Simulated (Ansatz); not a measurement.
ScPd:
```yaml
crystal:
  lattice:
    - [3.29523, 0.00000, 0.00000]
    - [0.00000, 3.29523, 0.00000]
    - [0.00000, 0.00000, 3.29523]
  atoms:
    - { symbol: Pd, position: [0.00000, 0.00000, 0.00000] }
    - { symbol: Sc, position: [0.50000, 0.50000, 0.50000] }
```

Relaxed with r²SCAN.

Task: Tabulate the valence density and the electron localisation function along the shortest Pd–Sc contact (2.85 Å), the program Ansatz at the r²SCAN level (PAW).

Result: 

```csv
distance from Pd (Å),density (e/Å³),ELF
0.29,12.36,0.38
0.43,9.92,0.49
0.57,6.48,0.54
0.71,3.29,0.51
0.86,1.42,0.42
1.00,0.70,0.32
1.14,0.41,0.27
1.28,0.28,0.28
1.43,0.22,0.25
1.57,0.20,0.14
1.71,0.23,0.09
1.85,0.36,0.17
2.00,0.81,0.48
2.14,1.86,0.72
2.28,3.60,0.76
2.43,5.54,0.65
2.57,6.86,0.36
```

The density is the valence pseudo-density with augmentation charge, so density and ELF within about 1 Å of a nucleus are not all-electron values.

Space group Pm-3m (CsCl type). The workflow started from an entry of the Crystallography Open Database (COD). Whether it is the stable phase at ambient conditions was not checked. The cell was relaxed with r²SCAN under the symmetry of its start; its stability against distortions is not shown here. No spin polarisation was allowed.

Potentials: the later of the program's two PAW sets.
